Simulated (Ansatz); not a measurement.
**Band table of AgAu**

```
CELL_PARAMETERS angstrom
1.07396 0.62005 3.48557
-1.07396 0.62005 3.48557
0.00000 -1.24010 3.48557
ATOMIC_POSITIONS crystal
Ag 0.00000 0.00000 0.00000
Au 0.50000 0.50000 0.50000
```

The base volume is that of a database entry, so it needn't be at zero pressure; the structure needn't be the stable phase, at rest or compressed.

All numbers are LDA results (scalar-relativistic) from Ansatz 0.2.0, with a Γ-centred 14×14×14 k mesh, Fermi–Dirac smearing of 0.05 eV, no spin polarisation. Methods: LAPW: all electrons, basis error target 1 meV/atom.

This run: volume at 0.4 of the series' base cell.

Spin–orbit coupling is left out, which matters for the heavy atoms.

Path points, in fractions of the reciprocal vectors: Γ (0.000, 0.000, 0.000), T (0.500, 0.500, 0.500), H2 (0.812, 0.188, 0.500), H0 (0.500, -0.188, 0.188), L (0.500, 0.000, 0.000), S0 (0.344, -0.344, 0.000), S2 (0.656, 0.000, 0.344), F (0.500, 0.000, 0.500). The distance column jumps between branches of the path. Levels in eV from the Fermi level; bands 34 to 47, counted from the lowest band of the run. The gap is zero, the pressure 1338 GPa.

```
# k(1/Å) point b34 b35 b36 b37 b38 b39 b40 b41 b42 b43 b44 b45 b46 b47
0.000 Γ -22.97 -20.80 -15.87 -15.87 -15.39 -15.39 -15.27 -9.99 -9.99 -5.86 -5.26 -5.26 6.80 8.21
0.150 - -22.87 -20.69 -15.82 -15.82 -15.36 -15.32 -15.32 -10.06 -10.06 -6.27 -5.47 -5.47 6.84 8.13
0.300 - -22.60 -20.38 -15.66 -15.66 -15.58 -15.14 -15.14 -10.24 -10.24 -7.37 -6.03 -6.03 6.84 8.59
0.451 - -22.23 -19.88 -15.82 -15.43 -15.43 -14.88 -14.88 -10.46 -10.46 -8.92 -6.83 -6.83 6.98 9.61
0.601 - -21.86 -19.35 -15.83 -15.14 -15.14 -14.62 -14.62 -10.67 -10.62 -10.62 -7.71 -7.71 7.38 10.58
0.751 - -21.56 -19.01 -15.31 -14.85 -14.85 -14.48 -14.48 -12.38 -10.63 -10.63 -8.47 -8.47 7.96 10.47
0.901 T -21.45 -18.93 -14.70 -14.70 -14.54 -14.48 -14.48 -13.54 -10.57 -10.57 -8.81 -8.81 8.33 10.08
1.206 - -20.75 -18.55 -15.82 -15.30 -14.53 -14.46 -14.05 -13.96 -11.00 -10.49 -7.94 -7.36 9.72 10.99
1.510 - -19.16 -18.31 -17.59 -16.68 -15.31 -15.22 -12.45 -12.04 -11.12 -10.40 -6.15 -5.26 12.65 12.89
1.815 - -19.31 -19.13 -18.04 -17.94 -15.25 -14.58 -11.56 -10.68 -9.41 -8.27 -4.27 -3.35 12.74 13.97
2.119 - -20.33 -20.11 -18.44 -17.94 -14.06 -13.47 -11.81 -11.05 -6.71 -4.77 -1.60 -1.21 11.10 12.20
2.424 - -20.67 -20.40 -18.18 -17.79 -13.17 -13.06 -11.74 -11.21 -6.07 -4.54 2.14 3.21 7.67 9.57
2.728 H2 -20.22 -20.02 -17.36 -17.32 -13.84 -13.79 -11.28 -11.03 -6.90 -5.90 4.21 4.83 8.58 9.20
3.366 H0 -20.22 -20.02 -17.36 -17.32 -13.84 -13.79 -11.28 -11.03 -6.90 -5.90 4.21 4.83 8.58 9.20
3.549 - -19.65 -19.58 -16.95 -16.78 -14.90 -14.77 -11.17 -11.06 -7.23 -6.48 3.63 4.94 10.51 10.85
3.732 - -19.13 -18.99 -16.63 -16.40 -16.21 -15.97 -11.12 -10.68 -7.21 -6.83 3.49 4.61 11.10 12.66
3.915 - -19.07 -18.56 -18.07 -17.13 -15.80 -15.54 -10.91 -10.31 -7.08 -6.74 3.52 4.04 10.35 11.54
4.098 - -20.13 -18.86 -18.38 -17.59 -14.86 -14.65 -10.95 -10.33 -7.10 -5.69 3.08 3.32 9.76 9.99
4.281 - -21.08 -19.44 -18.40 -17.59 -13.79 -13.70 -11.49 -10.74 -6.84 -4.32 1.81 2.89 9.00 9.62
4.464 L -21.42 -19.67 -18.41 -17.58 -13.19 -13.04 -12.09 -11.06 -6.68 -3.55 1.07 2.66 8.68 9.64
4.750 - -21.25 -19.56 -17.95 -17.27 -13.86 -13.10 -12.37 -10.79 -7.19 -4.53 -3.15 4.94 8.27 11.46
5.036 - -20.75 -19.14 -17.09 -16.56 -14.66 -13.93 -12.86 -10.93 -7.85 -7.59 -6.60 3.97 11.22 12.43
5.322 - -20.18 -18.68 -17.22 -16.81 -14.31 -13.63 -13.53 -12.40 -10.75 -8.51 -7.30 3.25 10.03 12.62
5.608 - -20.92 -19.29 -17.24 -16.63 -14.42 -14.28 -14.11 -11.64 -11.26 -9.53 -6.37 1.21 9.41 10.93
5.894 - -22.37 -20.36 -16.35 -15.76 -15.44 -15.09 -15.00 -10.47 -9.91 -8.72 -5.57 -2.11 7.99 9.05
6.180 Γ -22.97 -20.80 -15.87 -15.87 -15.39 -15.39 -15.27 -9.99 -9.99 -5.86 -5.26 -5.26 6.80 8.21
6.515 - -22.15 -20.21 -16.56 -15.84 -15.27 -15.00 -14.91 -10.54 -9.96 -9.30 -5.49 -1.47 8.44 9.49
6.850 - -20.22 -18.81 -17.96 -16.74 -14.34 -14.18 -13.27 -12.62 -11.53 -9.13 -6.04 2.73 8.66 12.05
7.186 - -19.12 -18.19 -17.36 -17.33 -14.95 -14.65 -12.93 -12.49 -11.31 -6.35 -5.54 6.66 7.91 12.49
7.521 - -19.66 -17.53 -17.14 -16.48 -16.11 -15.11 -12.73 -11.33 -10.90 -4.81 -1.04 9.00 9.45 11.52
7.856 - -19.56 -18.93 -16.70 -16.16 -15.61 -15.32 -12.05 -10.99 -9.21 -4.89 2.11 8.26 8.67 11.78
8.192 S0 -20.53 -18.80 -18.06 -17.15 -14.51 -13.40 -11.58 -10.48 -7.42 -6.04 3.79 5.30 8.07 11.40
8.802 S2 -20.53 -18.80 -18.06 -17.15 -14.51 -13.40 -11.58 -10.48 -7.42 -6.04 3.79 5.30 8.07 11.40
8.954 - -21.16 -18.86 -18.38 -18.26 -13.46 -12.51 -12.03 -9.52 -6.93 -5.78 3.51 4.86 8.51 9.13
9.106 - -21.70 -19.90 -19.42 -17.63 -13.55 -12.24 -10.47 -8.49 -6.58 -5.22 1.65 6.16 6.83 9.12
9.259 - -22.16 -21.06 -20.16 -16.97 -14.44 -10.88 -8.75 -7.44 -6.29 -4.69 -0.21 4.53 7.59 9.82
9.411 - -22.55 -21.95 -20.74 -16.38 -15.09 -9.42 -6.94 -6.50 -6.07 -4.27 -2.01 2.28 8.97 8.98
9.563 - -22.92 -22.40 -21.12 -15.97 -15.48 -7.90 -5.94 -5.90 -5.29 -4.00 -3.45 0.15 7.97 10.10
9.715 F -23.08 -22.51 -21.25 -15.82 -15.61 -6.78 -6.02 -5.89 -5.06 -3.92 -3.27 -1.17 7.62 10.62
```
